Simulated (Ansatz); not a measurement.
Starting cell, TiN (rock salt):

```xyz
4
Lattice="0.0000 4.2469 4.2469 2.1235 0.0000 2.1235 2.1235 2.1235 0.0000" Properties=species:S:1:pos:R:3 pbc="T T T"
N      0.0000     0.0000     0.0000
N      0.0000     2.1235     2.1235
Ti     2.1235     2.1235     2.1235
Ti     2.1235     4.2469     4.2469
```

In this cell atom 4 (Ti, nearest neighbour N at 2.123 Å; its periodic images, 3.0 Å or more away, move with it) is moved by s towards the nearest neighbour, unit vector (-1.000, 0.000, 0.000); all other atoms and the cell stay fixed.

Level of theory: PBE (plane waves to 420 eV, PAW, scalar-relativistic; Ansatz, a quantum-chemistry and plane-wave program). k mesh 15×15×15 (Γ-centred), Fermi-Dirac smearing 0.05 eV. E stands for the smeared free energy. Compression counts positive. Left out: 2 of 11 points, with atoms too close for the PAW data. With partly filled bands, energies and forces of such displacements shift with the k mesh and the smearing. F∥ is the force on the atom along that direction. TiN is run without spin polarisation. TiN was relaxed with its symmetry unable to fall. The zero of ΔE is the undisplaced structure.

| s (Å) | P (GPa) | ΔE (meV/cell) | F∥ (eV/Å) |
|---|---|---|---|
| -0.336 | 10.4 | ___ | 5.352 |
| -0.252 | 5.6 | ___ | ___ |
| -0.168 | 2.4 | 141 | 1.849 |
| -0.084 | 0.6 | 32 | 0.791 |
| 0.000 | 0.0 | 0 | 0.000 |
| 0.084 | 0.6 | 32 | -0.791 |
| 0.168 | 2.4 | 141 | -1.849 |
| 0.252 | 5.6 | ___ | ___ |
| 0.336 | 10.4 | ___ | -5.352 |

Question: What belongs in the gaps?

Answer: 
- -0.336, ΔE (meV/cell): 714
- -0.252, ΔE (meV/cell): 354
- -0.252, F∥ (eV/Å): 3.316
- 0.252, ΔE (meV/cell): 354
- 0.252, F∥ (eV/Å): -3.316
- 0.336, ΔE (meV/cell): 714

(For displaced atoms, the force is minus the slope of the energy, and its curvature is a force constant, which sets phonon frequencies.)
